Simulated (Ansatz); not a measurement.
CsGeBr3:
```yaml
crystal:
  lattice:
    - [5.53333, 0.00000, 0.00000]
    - [0.00000, 5.53333, 0.00000]
    - [0.00000, 0.00000, 5.53333]
  atoms:
    - { symbol: Cs, position: [0.00000, 0.00000, 0.00000] }
    - { symbol: Ge, position: [0.50000, 0.50000, 0.50000] }
    - { symbol: Br, position: [0.50000, 0.50000, 0.00000] }
    - { symbol: Br, position: [0.00000, 0.50000, 0.50000] }
    - { symbol: Br, position: [0.50000, 0.00000, 0.50000] }
```

Relaxed with r²SCAN. Independent-particle spectrum: no excitons, no local fields, no scissors shift; 0.1 eV broadening; ε₁ of the summed bands alone.

Problem. Tabulate the dielectric function from plane-wave PAW r²SCAN (Ansatz code).

Solution. 

```csv
E (eV),ε₁ xx,ε₂ xx
0.0,7.21,0.00
0.3,7.33,0.00
0.6,7.92,0.06
0.9,8.22,1.19
1.2,8.12,1.78
1.5,8.22,2.39
1.8,8.43,3.32
2.1,8.44,5.40
2.4,5.77,6.14
2.7,4.83,5.72
3.0,4.26,5.90
3.3,3.10,6.22
3.6,0.76,4.96
3.9,2.13,3.40
4.2,2.44,4.21
4.5,0.96,4.17
4.8,0.78,2.94
5.1,0.99,2.27
5.4,1.24,1.88
5.7,1.59,1.52
6.0,2.02,1.30
6.3,2.51,1.39
6.6,2.83,1.55
6.9,3.22,1.74
7.2,3.44,2.19
7.5,3.92,2.74
7.8,3.32,4.49
8.1,1.24,4.24
8.4,1.21,3.15
8.7,1.38,2.83
9.0,1.18,3.28
9.3,0.90,2.92
9.6,1.11,2.56
9.9,1.08,2.24
10.2,1.56,2.48
10.5,1.73,2.81
10.8,1.43,4.10
11.1,-0.20,2.99
11.4,0.05,2.34
11.7,0.17,2.12
12.0,0.22,1.79
```

Problem. From ε at 2.1 eV (xx: 8.44 + 5.40i), find n, k, the normal reflectivity and the absorption coefficient.

Solution. n = 3.04, k = 0.889, R = 29 %, α = 2kE/ħc = 190000 cm⁻¹.

With all bands, ε∞ without local fields is 7.25.

Space group Pm-3m (cubic perovskite). The first step of the workflow began from a Materials Project structure, measured or hypothetical; the Crystallography Open Database copy checked does not list it. Its standing as an ambient phase is unchecked. The cell was relaxed with r²SCAN under the symmetry of its start; whether a distortion lowers the energy is not shown. Spin–orbit coupling is left out wherever it is not named.

Potentials: the later of the program's two PAW sets.
